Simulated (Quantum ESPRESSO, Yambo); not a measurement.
K₂S (anti-fluorite, space group Fm-3m, No. 225) under isotropic strain of -1.5 % on all lattice vectors. The PBEsol cell relaxed from Materials Project entry mp-1022 was given an isotropic strain of -1.5 % on all lattice vectors, and the atoms were relaxed again. Chain: PBEsol (Quantum ESPRESSO, PseudoDojo norm-conserving, 74 Ry, no spin-orbit coupling); G0W0 in Yambo (4×4×4 Γ-centred k mesh, 180 bands and a 8 Ry block in the screening, 180 bands in G with the Bruneval-Gonze terminator, plasmon pole fitted at 27.2 eV); BSE (8×8×8 mesh, 3 valence and 6 conduction bands, static screening with 47 bands and a 4 Ry block, scissor 1.85 eV, Tamm-Dancoff).

The PBEsol gap (dense path) comes out as 2.46 eV and the PBEsol gap X → Γ on the GW mesh comes out as 2.46 eV. The PBEsol smallest direct gap on the GW mesh, at Γ is 2.74 eV and the G0W0 direct gap at that point is 4.58 eV. The G0W0 correction to the gap X → Γ comes out as 1.89 eV and the direct gap on the BSE mesh, with the scissor is 4.58 eV. The first BSE state allowed for light along x is 4.03 eV and the lowest BSE state is 4.03 eV. The binding of the lowest exciton comes out as 0.55 eV.

Rough cost of the Yambo steps against G0W0 for 6 states: BSE within a factor of two.

Convergence of the G0W0 settings was not tested. The BSE states are vertical excitations (zero momentum); the indirect quasiparticle gap, about 4.35 eV, is smaller than the direct one (4.58 eV on the GW mesh). Convergence of the binding with the mesh was not shown.
